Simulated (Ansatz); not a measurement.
Data sheet: Gd (DFT)

Gd:
```xyz
1
Lattice="-1.9750 1.9750 1.9750 1.9750 -1.9750 1.9750 1.9750 1.9750 -1.9750" Properties=species:S:1:pos:R:3 pbc="T T T"
Gd     0.0000     0.0000     0.0000
```
The run is spin-polarised; directions of the spins, atom by atom: ↑.

Space group Im-3m (No. 229), bcc (W type); conventional cell a = 3.9500 Å, b = 3.9500 Å, c = 3.9500 Å, α = 90.00°, β = 90.00°, γ = 90.00°.

Method: PBEsol (plane waves, PAW; program Ansatz). Geometry: relaxed at this level of theory. Other levels are named where they apply.

Cell and energy:

```
Item                  Value
---------------  ----------
Volume per atom    30.82 Å³
Density          8.47 g/cm³
```

Electronic structure:

```
Item                                                                        Value
------------------------------------  -------------------------------------------
Electronic character                                            metallic (no gap)
Density of states at the Fermi level  1.6 states/eV per atom (mean over ±0.08 eV)
```

Magnetism:

```
Item                      Result
--------------  ----------------
Magnetic order     ferromagnetic
Net moment      7.63 μB per atom
```

Mechanics:

```
Property                                                               Result
-------------------------------------  --------------------------------------
Bulk modulus (Birch–Murnaghan fit)                                   35.5 GPa
Pressure derivative B′                                                    3.5
Elastic constants (relaxed ions, GPa)      C11 = 28.7, C12 = 37.8, C44 = 25.2
Mechanical stability                   unstable (C has a negative eigenvalue)
```

The workflow started from an entry of the Crystallography Open Database (COD), which files this formula under 2 space groups. It is not the phase usual at ambient conditions (space group No. 194). The PBEsol relaxation kept the symmetry of its start. The final state is ferromagnetic, chosen from 3 collinear starts compared on coarse meshes (ties went to the first, and starts can fall back to one state), not a proven ground state. Caveat: open 4f shells can settle in a state that is not the lowest. No Hubbard U is applied. As this level gives no gap, shear constants depend on the k-mesh and smearing (Fermi–Dirac, 0.1 eV here). On the denser mesh and wider smearing of the elastic run this cell carries a stress of 0.3 GPa. Spin–orbit coupling is left out wherever it is not named.

Potentials: the later of the program's two PAW sets.
